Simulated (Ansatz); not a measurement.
# Property card for La$_{3}$Ag$_{2}$

These are results of DFT PBE, scalar-relativistic, plane waves, PAW in Ansatz 0.2.0, not measurements.

Cutoff 420 eV; k points 6×6×8 on the computed 5-atom cell (Γ-centred); Gaussian smearing, width 0.10 eV; no spin polarisation.

The structure is relaxed at this level of theory with its symmetry kept, and needn't be the ground state of this composition.

Space group P4/mmm (No. 123), tetragonal, a = 6.253 Å, c = 5.085 Å. Around La on a site of symmetry mmm lie 2 Ag at 3.13 Å, 2 La at 3.13 Å, 4 Ag at 4.03 Å and 4 La at 4.42 Å; around La on a site of symmetry 4/mmm lie 4 La at 3.13 Å; around Ag on its first site lie 2 Ag at 2.54 Å; around Ag on its second site lie 2 Ag at 2.54 Å and 4 La at 3.13 Å.

| Item | Value |
| --- | --- |
| Volume per atom | 39.77 Å³ |
| Formation energy from the elements' standard states (uncorrected) | +0.586 eV/atom |
| Kohn–Sham band gap | none (metal) |
| Density of states at the Fermi level | 6.8 states/eV per cell |
| Orbital (Löwdin) character within 0.5 eV of the Fermi level | La 5d 74 %, La 4f 9 %, La 6s 8 % |
| Bader charge by site (e) | La (2 in the cell) 0.75, La (1 in the cell) -0.15, Ag (1 in the cell) -0.51, Ag (1 in the cell) -0.83 |

Spin-orbit coupling is left out, which matters for the bands of heavy elements. Spin polarisation was left out, and a magnetic state may lie lower.

The cell was found from a structure generator's guess, not taken from experiment. Löwdin shares on free-atom orbitals overweight diffuse shells.
